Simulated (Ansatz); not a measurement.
RbAu:
```yaml
crystal:
  lattice:
    - [4.09622, 0.00000, 0.00000]
    - [0.00000, 4.09622, 0.00000]
    - [0.00000, 0.00000, 4.09622]
  atoms:
    - { symbol: Rb, position: [0.50000, 0.50000, 0.50000] }
    - { symbol: Au, position: [0.00000, 0.00000, 0.00000] }
```

r²SCAN in the plane-wave PAW code Ansatz gives a gap of 0.53 eV without spin–orbit coupling, maximum at R, minimum at X.

### Question
What happens when spin–orbit coupling is switched on?

### Answer
The gap decreases by 0.04 eV, to 0.49 eV; maximum at R, minimum at X.

### Question
Give the electron effective mass with spin–orbit coupling.

### Answer
0.13, 0.50, 0.50 mₑ (principal values).

### Question
Give the hole effective mass with spin–orbit coupling.

### Answer
0.18 mₑ (isotropic).

Space group Pm-3m (CsCl type). The first step of the workflow began from a Materials Project structure, measured or hypothetical; the Crystallography Open Database files this formula in space group No. 221, but the cells were not matched. Its standing as an ambient phase is unchecked. The r²SCAN relaxation kept the symmetry of its start; its stability against distortions is not shown here.

Potentials: the later of the program's two PAW sets.
